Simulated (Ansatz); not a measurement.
Rb$_{2}$CdI$_{4}$:
```cif
data_Cd2I8Rb4
_chemical_formula_sum 'Rb4 Cd2 I8'
_space_group_name_H-M_alt 'P 1'
_space_group_IT_number 1
_cell_length_a 7.87241
_cell_length_b 7.96993
_cell_length_c 9.60502
_cell_angle_alpha 90.000
_cell_angle_beta 108.007
_cell_angle_gamma 90.000
loop_
_space_group_symop_operation_xyz
  'x, y, z'
loop_
_atom_site_label
_atom_site_type_symbol
_atom_site_fract_x
_atom_site_fract_y
_atom_site_fract_z
_atom_site_occupancy
Rb1 Rb 0.23013 0.25000 0.55670 1
Rb2 Rb 0.76987 0.75000 0.44330 1
Rb3 Rb 0.25138 0.25000 0.06488 1
Rb4 Rb 0.74862 0.75000 0.93512 1
Cd1 Cd 0.78246 0.25000 0.69910 1
Cd2 Cd 0.21754 0.75000 0.30090 1
I1 I 0.59287 0.25000 0.40708 1
I2 I 0.40713 0.75000 0.59292 1
I3 I 0.98064 0.01406 0.23935 1
I4 I 0.01936 0.98594 0.76065 1
I5 I 0.01936 0.51406 0.76065 1
I6 I 0.98064 0.48594 0.23935 1
I7 I 0.58800 0.25000 0.89072 1
I8 I 0.41200 0.75000 0.10928 1
```

Relaxed with LDA.

Which orbitals make up the states near the band edges in plane-wave PAW LDA (Ansatz code)?

Top 1 eV of the valence band: I 5p 97 %. Bottom 1 eV of the conduction band: Cd 5s 46 %, I 5p 33 %, Rb 5s 7 %, outside the projected shells 9 %. Projections are on Löwdin-orthogonalised atomic valence shells; empty p or d shells of many metals are not among them.

Tabulate the density of states.

States/eV per cell of 14 atoms, in 0.25 eV bins, energy from the valence-band maximum.

| E (eV) | total | I 5p | Cd 4d | Rb 5s |
|---|---|---|---|---|
| -7.85 | 0.00 | 0.00 | 0.00 | 0.00 |
| -7.60 | 80.00 | 1.58 | 76.53 | 0.09 |
| -7.35 | 0.00 | 0.00 | 0.00 | 0.00 |
| -7.10 | 0.00 | 0.00 | 0.00 | 0.00 |
| -6.85 | 0.00 | 0.00 | 0.00 | 0.00 |
| -6.60 | 0.00 | 0.00 | 0.00 | 0.00 |
| -6.35 | 0.00 | 0.00 | 0.00 | 0.00 |
| -6.10 | 0.00 | 0.00 | 0.00 | 0.00 |
| -5.85 | 0.00 | 0.00 | 0.00 | 0.00 |
| -5.60 | 0.00 | 0.00 | 0.00 | 0.00 |
| -5.35 | 0.00 | 0.00 | 0.00 | 0.00 |
| -5.10 | 0.00 | 0.00 | 0.00 | 0.00 |
| -4.85 | 0.00 | 0.00 | 0.00 | 0.00 |
| -4.60 | 0.00 | 0.00 | 0.00 | 0.00 |
| -4.35 | 0.00 | 0.00 | 0.00 | 0.00 |
| -4.10 | 0.49 | 0.31 | 0.00 | 0.00 |
| -3.85 | 11.38 | 6.98 | 0.01 | 0.06 |
| -3.60 | 4.13 | 2.42 | 0.00 | 0.02 |
| -3.35 | 0.00 | 0.00 | 0.00 | 0.00 |
| -3.10 | 0.00 | 0.00 | 0.00 | 0.00 |
| -2.85 | 0.00 | 0.00 | 0.00 | 0.00 |
| -2.60 | 0.44 | 0.38 | 0.00 | 0.04 |
| -2.35 | 13.03 | 11.53 | 0.10 | 0.84 |
| -2.10 | 18.56 | 16.94 | 0.16 | 0.68 |
| -1.85 | 15.07 | 13.78 | 0.11 | 0.56 |
| -1.60 | 12.48 | 11.58 | 0.14 | 0.36 |
| -1.35 | 24.58 | 23.23 | 0.31 | 0.41 |
| -1.10 | 20.79 | 19.85 | 0.20 | 0.23 |
| -0.85 | 26.86 | 26.03 | 0.17 | 0.12 |
| -0.60 | 32.08 | 31.22 | 0.29 | 0.09 |
| -0.35 | 8.60 | 8.30 | 0.13 | 0.01 |
| -0.10 | 3.51 | 3.39 | 0.06 | 0.00 |
| 0.15 | 0.00 | 0.00 | 0.00 | 0.00 |
| 0.40 | 0.00 | 0.00 | 0.00 | 0.00 |
| 0.65 | 0.00 | 0.00 | 0.00 | 0.00 |
| 0.90 | 0.00 | 0.00 | 0.00 | 0.00 |
| 1.15 | 0.00 | 0.00 | 0.00 | 0.00 |
| 1.40 | 0.00 | 0.00 | 0.00 | 0.00 |
| 1.65 | 0.00 | 0.00 | 0.00 | 0.00 |
| 1.90 | 0.00 | 0.00 | 0.00 | 0.00 |
| 2.15 | 0.00 | 0.00 | 0.00 | 0.00 |
| 2.40 | 0.00 | 0.00 | 0.00 | 0.00 |
| 2.65 | 0.10 | 0.02 | 0.00 | 0.03 |
| 2.90 | 1.06 | 0.30 | 0.00 | 0.18 |
| 3.15 | 2.87 | 0.91 | 0.00 | 0.27 |
| 3.40 | 8.77 | 3.00 | 0.00 | 0.46 |
| 3.65 | 3.20 | 1.16 | 0.00 | 0.08 |
| 3.90 | 0.00 | 0.00 | 0.00 | 0.00 |
| 4.15 | 0.61 | 0.02 | 0.00 | 0.09 |
| 4.40 | 4.48 | 0.24 | 0.00 | 1.27 |
| 4.65 | 13.01 | 0.53 | 0.01 | 2.52 |
| 4.90 | 12.36 | 0.47 | 0.01 | 1.98 |
| 5.15 | 13.61 | 0.59 | 0.01 | 2.82 |
| 5.40 | 13.66 | 0.53 | 0.01 | 2.23 |
| 5.65 | 13.63 | 0.45 | 0.00 | 1.68 |
| 5.90 | 14.06 | 0.49 | 0.00 | 2.07 |
| 6.15 | 14.33 | 0.42 | 0.00 | 1.80 |
| 6.40 | 16.75 | 0.35 | 0.00 | 1.20 |
| 6.65 | 19.37 | 0.35 | 0.00 | 1.09 |
| 6.90 | 19.99 | 0.28 | 0.00 | 0.69 |
| 7.15 | 20.62 | 0.25 | 0.00 | 0.49 |

Space group P2_1/m. The workflow started from a Materials Project entry (that database holds measured and hypothetical structures alike); the Crystallography Open Database copy checked does not list it. Its standing as an ambient phase is unchecked. The LDA relaxation kept the symmetry of its start; whether a distortion lowers the energy is not shown. Scalar-relativistic: spin–orbit coupling is off unless named, which matters more the heavier the elements.

Potentials: the later of the program's two PAW sets.
